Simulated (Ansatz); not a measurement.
**Structures of CdH: which is lowest?**

Plane-wave DFT in Ansatz with scalar-relativistic PAW potentials, cutoff 420 eV, Γ-centred meshes chosen by cell and gap, Gaussian smearing with energies taken to zero width. Every cell was relaxed (cell and atoms) in a run of its own, within the symmetry of its start. Functional: PBE.

Relaxed structures (starts from databases or built by putting these elements on another compound's sites):
A. R-3m, 2 atoms in the computed cell, a = 3.043 Å, c = 10.432 Å; sites (symmetry × multiplicity) Cd -3m × 3, H -3m × 3; start: built
B. Fm-3m, 2 atoms in the computed cell, a = 4.823 Å; sites (symmetry × multiplicity) Cd m-3m × 4, H m-3m × 4; start: built

Question: Rank them by energy. Could pressure change the order?

Answer:
| structure | group | E − E(lowest) (meV/atom) | V (Å³/atom) | gap on mesh (eV) |
| --- | --- | --- | --- | --- |
| A | R-3m | 0.0 | 13.94 | 0.00 |
| B | Fm-3m | 21.9 | 14.03 | 0.00 |

A is lowest, 22 meV/atom under B. The lowest is also the densest of these, so pressure wouldn't bring one of the others in at first order. Other structures may lie lower than all of these, and vibrations aren't counted.